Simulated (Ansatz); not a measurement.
AuBr:
```xyz
8
Lattice="-3.5799 3.5799 4.5990 3.5799 -3.5799 4.5990 3.5799 3.5799 -4.5990" Properties=species:S:1:pos:R:3 pbc="T T T"
Au     0.0000     5.3698     1.1498
Au     1.7899     3.5799     3.4493
Au     0.0000     1.7899     1.1498
Au    -1.7899     3.5799     3.4493
Br     0.0000     0.0000     2.7859
Br     3.5799     0.0000     0.4864
Br     3.5799     0.0000     4.1126
Br     0.0000     0.0000     6.4121
```

Relaxed with r²SCAN.

Q: Map the electron localisation function on the plane through (0.875, 0.125, 0.750) spanned by u = [1, 1, 0] and v = [1, 0, 1] in lattice vectors, from the program Ansatz at the r²SCAN level (PAW).

A: x is the fraction of u, y of v (the angle between them is 90°; rows are the nearest grid lines); atoms in the plane: Au at (0.00, 0.00), Au at (0.00, 0.50), Br at (0.18, 0.25), Br at (0.43, 0.75), Br at (0.82, 0.75), Br at (0.57, 0.25).
```
|8765422100000000100000010000000012245678|
|6655432100000246777610000000123433224566|
|6654332000001468899863000001456665322456|
|3333210000014689999997400036888889873223|
|2222110000125788888998500047898667986322|
|1100000000136773000398610168983000388531|
|1000000000136772000299610169982000277631|
|1111100000125786313798610158996102787521|
|3333210000014689999997400036888889873223|
|5544321000012578999986200014678888632245|
|6655432100000246777610000000123433224566|
|7665432100000013443100000000001122235677|
|7765322211000000000013443100000012345667|
|6654223343210000000167776420000012345566|
|5422368888764100026899998752100001234455|
|3223789888886300047999999864100000123333|
|1257872016998510168973136875210000011111|
|1367720002899610169920002776310000000001|
|1358830003898610168940003776310000000011|
|2236897668987400058998888875210000112222|
|3223789888886300047999999864100000123333|
|6542235666541000003689988641000002334566|
|6654223343210000000167776420000012345566|
|8765422100000000100000010000000012245678|
```
Scale: ten equal steps from -0.002 (start of '0') to 0.931 (end of '9'), in the order '0123456789'; x runs from 0.000 to 1.00, y from 0.000 (bottom) to 1.00 (top).

The density is the valence pseudo-density with augmentation charge, so density and ELF within about 1 Å of a nucleus are not all-electron values.

Space group I4_1/amd. The workflow started from an entry of the Crystallography Open Database (COD), which files this formula under 2 space groups. Whether it is the stable phase at ambient conditions was not checked. Symmetry was held in the r²SCAN relaxation; whether a distortion lowers the energy is not shown. Scalar-relativistic: spin–orbit coupling is off unless named, which matters more the heavier the elements.

Potentials: the later of the program's two PAW sets.
